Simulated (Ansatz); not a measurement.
SbI₃:
```
SbI3
1.0
    3.64134     2.10233     6.62706
   -3.64134     2.10233     6.62706
    0.00000    -4.20466     6.62706
Sb I
2 6
Cartesian
  0.00000   0.00000   3.31736
  0.00000   0.00000  16.56384
  1.23231  -2.09669   8.18229
 -1.23231   2.09669  11.69890
 -2.43194  -0.01887   8.18229
  2.43194   0.01887  11.69890
  1.19963   2.11556   8.18229
 -1.19963  -2.11556  11.69890
```

Relaxed with LDA.

Task: Map the electron localisation function on the plane through (0.167, 0.167, 0.167) spanned by u = [1, -1, 0] and v = [1, 1, 1] in lattice vectors, from DFT-LDA in the program Ansatz with PAW potentials.

Result: x is the fraction of u, y of v (the angle between them is 90°; rows are the nearest grid lines); atoms in the plane: Sb at (0.00, 0.00), Sb at (0.00, 0.67), I at (0.67, 0.58), I at (0.33, 0.09), I at (0.67, 0.24), I at (0.33, 0.42), I at (0.66, 0.91), I at (0.34, 0.75).
```
y \ x   0.000  0.0833  0.194  0.278  0.361  0.444  0.556  0.639  0.722  0.806  0.917   1.00
------  -----  ------  -----  -----  -----  -----  -----  -----  -----  -----  -----  -----
1.00    0.000   0.165  0.302  0.226  0.292  0.106  0.111  0.290  0.210  0.294  0.165  0.000
0.925   0.224   0.155  0.065  0.032  0.025  0.489  0.627  0.178  0.320  0.647  0.230  0.224
0.850   0.007   0.013  0.031  0.088  0.112  0.053  0.610  0.745  0.762  0.582  0.037  0.007
0.775   0.028   0.172  0.693  0.450  0.290  0.649  0.421  0.021  0.025  0.042  0.040  0.028
0.700   0.239   0.382  0.506  0.653  0.661  0.707  0.114  0.021  0.030  0.173  0.384  0.239
0.625   0.353   0.366  0.135  0.029  0.018  0.161  0.725  0.625  0.608  0.615  0.369  0.353
0.550   0.023   0.037  0.039  0.024  0.017  0.281  0.663  0.482  0.560  0.714  0.180  0.023
0.450   0.012   0.185  0.731  0.578  0.482  0.702  0.457  0.023  0.019  0.030  0.024  0.012
0.375   0.009   0.134  0.805  0.670  0.591  0.628  0.170  0.022  0.017  0.023  0.018  0.009
0.300   0.007   0.014  0.019  0.018  0.024  0.106  0.595  0.631  0.719  0.759  0.086  0.007
0.225   0.014   0.027  0.034  0.022  0.026  0.536  0.667  0.282  0.445  0.718  0.230  0.014
0.150   0.008   0.045  0.623  0.770  0.742  0.542  0.053  0.130  0.080  0.028  0.014  0.008
0.0750  0.205   0.243  0.632  0.282  0.189  0.636  0.448  0.023  0.034  0.070  0.152  0.205
0.000   0.000   0.165  0.302  0.226  0.292  0.106  0.111  0.290  0.210  0.294  0.165  0.000
```

The density is the valence pseudo-density with augmentation charge, so density and ELF within about 1 Å of a nucleus are not all-electron values.

Space group R-3. The workflow started from a Materials Project entry (that database holds measured and hypothetical structures alike); the Crystallography Open Database files this formula in space group No. 148, but the cells were not matched. Whether it is the stable phase at ambient conditions was not checked. Symmetry was held in the LDA relaxation; whether a distortion lowers the energy is not shown. A crystal of weakly bound layers computed without a dispersion correction: the cell and the soft elastic constants depend strongly on that. Spin–orbit coupling is left out wherever it is not named.

Potentials: the later of the program's two PAW sets.
